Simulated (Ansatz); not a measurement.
Relaxed-ion elastic tensor of ZrN in space group Pm-3m (No. 221; Zr on 3c, N on 3d) in GPa (Voigt order), DFT-PBEsol in the program Ansatz with PAW potentials; density 6.02 g/cm³, 14.51 Å³ per atom.

```json
[
 {"": "1", "1": "343", "2": "111", "3": "111", "4": "0.0", "5": "0.0", "6": "0.0"},
 {"": "2", "1": "111", "2": "343", "3": "111", "4": "0.0", "5": "0.0", "6": "0.0"},
 {"": "3", "1": "111", "2": "111", "3": "343", "4": "0.0", "5": "0.0", "6": "0.0"},
 {"": "4", "1": "0.0", "2": "0.0", "3": "0.0", "4": "49.6", "5": "0.0", "6": "0.0"},
 {"": "5", "1": "0.0", "2": "0.0", "3": "0.0", "4": "0.0", "5": "49.6", "6": "0.0"},
 {"": "6", "1": "0.0", "2": "0.0", "3": "0.0", "4": "0.0", "5": "0.0", "6": "49.6"}
]
```

Problem. Is the crystal mechanically stable?

Solution. Yes: the smallest eigenvalue of C is 49.6 GPa.

Problem. Work out the Voigt, Reuss and Hill averages.

Solution. K_V = 188, K_R = 188, K_H = 188; G_V = 76.1, G_R = 64.3, G_H = 70.2 GPa.

Problem. Give Young's modulus, Poisson's ratio, Pugh's ratio and the universal anisotropy index.

Solution. E = 9KG/(3K + G) = 187 GPa; ν = 0.33; K/G = 2.68 (ductile by the Pugh limit of 1.75); A_U = 5G_V/G_R + K_V/K_R − 6 = 0.92.

Problem. Estimate the sound speeds and the Debye temperature.

Solution. v_l = √((K + 4G/3)/ρ) = 6840 m/s, v_t = √(G/ρ) = 3410 m/s, mean 3830 m/s; Θ = (h/k)(3n/4πV)^(1/3) v_m = 468 K.

Problem. Give the Zener ratio and Young's modulus along [100], [110] and [111].

Solution. A = 2C44/(C11 − C12) = 0.43; 1/E = S11 − 2(S11 − S12 − S44/2)Γ with Γ = 0, 1/4, 1/3 gives 288, 157, 137 GPa.

The start of the workflow was typed in or built on a structure type; neither database checked (COD, Materials Project) lists it. It is not the phase usual at ambient conditions (space group No. 225). Symmetry was held in the PBEsol relaxation; whether a distortion lowers the energy is not shown. No spin polarisation was allowed. The volume moved by 17 % from the start of the relaxation. With an odd number of electrons in the cell and no spin polarisation, the count alone makes it a metal. As this level gives no gap, shear constants depend on the k-mesh and smearing (Fermi–Dirac, 0.1 eV here).

Potentials: the earlier of the program's two PAW sets. The files were generated under PBE; for other functionals the program regenerates the frozen cores, and for LDA and PBEsol the local potential too.
